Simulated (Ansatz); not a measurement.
Here is the system:

Mg:
```
CELL_PARAMETERS angstrom
      1.59145     0.91882     7.71222
     -1.59145     0.91882     7.71222
      0.00000    -1.83765     7.71222
ATOMIC_POSITIONS crystal
  Mg 0.00000 0.00000 0.00000
  Mg 0.22204 0.22204 0.22204
  Mg 0.77796 0.77796 0.77796
```

This is the PBEsol-relaxed structure. Tensor components refer to the Cartesian frame of this cell.

Question: All from PBEsol (plane waves, PAW; program Ansatz), unless another level is named. Give the Hill bulk and shear moduli.

Answer: 37.2 and 21.6 GPa.

Question: What about the elastic constants (relaxed ions, GPa)?

Answer: C11 = 67.2, C12 = 24.0, C13 = 20.0, C14 = 0.8, C33 = 72.6, C44 = 19.6.

Question: Give the highest zone-centre frequency.

Answer: 27.5 meV.

Space group R-3m (9R (Sm type)). The workflow started from a Materials Project entry (that database holds measured and hypothetical structures alike); the Crystallography Open Database copy checked does not list it. It is not the phase usual at ambient conditions (space group No. 194). The cell was relaxed with PBEsol under the symmetry of its start; of distortions, only those at the zone centre were tested. As this level gives no gap, shear constants depend on the k-mesh and smearing (Fermi–Dirac, 0.1 eV here).

Potentials: the later of the program's two PAW sets.
